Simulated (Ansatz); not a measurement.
Relaxed SnCl2 (space group Pnma):

```
SnCl2
1.0
    7.47652     0.00000     0.00000
    0.00000     4.28524     0.00000
    0.00000     0.00000     8.93671
Sn Cl
4 8
Direct
  0.76593   0.75000   0.58478
  0.23407   0.25000   0.41522
  0.73407   0.25000   0.08478
  0.26593   0.75000   0.91522
  0.52092   0.25000   0.84297
  0.47908   0.75000   0.15703
  0.97908   0.75000   0.34297
  0.02092   0.25000   0.65703
  0.14165   0.25000   0.07798
  0.85835   0.75000   0.92202
  0.35835   0.75000   0.57798
  0.64165   0.25000   0.42202
```

The atoms are displaced by Q × the pattern below (from a DFPT mode at Γ, largest move 1; Q in Å), at fixed cell.

```
atom      x       y      z
----  -----  ------  -----
Sn1   0.000   1.000  0.000
Sn2   0.000   1.000  0.000
Sn3   0.000  -1.000  0.000
Sn4   0.000  -1.000  0.000
Cl5   0.000  -0.446  0.000
Cl6   0.000  -0.446  0.000
Cl7   0.000   0.446  0.000
Cl8   0.000   0.446  0.000
Cl9   0.000  -0.507  0.000
Cl10  0.000  -0.507  0.000
Cl11  0.000   0.507  0.000
Cl12  0.000   0.507  0.000
```

Method: LDA (plane waves to 420 eV, PAW, scalar-relativistic; Ansatz, a first-principles code). k mesh 4×6×3 (Γ-centred), Fermi-Dirac smearing 0.05 eV. The energy includes the smearing's −TS. SnCl2 was relaxed with its symmetry unable to fall. The relaxed volume of SnCl2 is well below the measured one. The zero of ΔE is the undisplaced structure.

```csv
Q (Å),ΔE (meV/cell)
-0.180,26.7
-0.150,18.4
-0.120,withheld
-0.090,6.5
-0.060,2.9
-0.030,0.7
0.000,0.0
0.030,0.7
0.060,2.9
0.090,6.5
0.120,withheld
0.150,18.4
0.180,26.7
```

Problem. Fit an even polynomial form (powers 2, 4) to the given rows and predict ΔE at Q = -0.120.

Solution. Least squares on the 11 given rows: ΔE = (799.7)·Q² + (760.7)·Q⁴, in meV/cell with Q in Å; root-mean-square residual 0.02 meV/cell. At -0.120 the fit gives 11.7 meV/cell; the calculation gives 11.7 meV/cell, the same to the digits shown. The quadratic term alone would give 11.5 meV/cell.

(A displaced cell: forces are minus the slopes of the energy, force constants its curvatures, and phonons follow from these.)
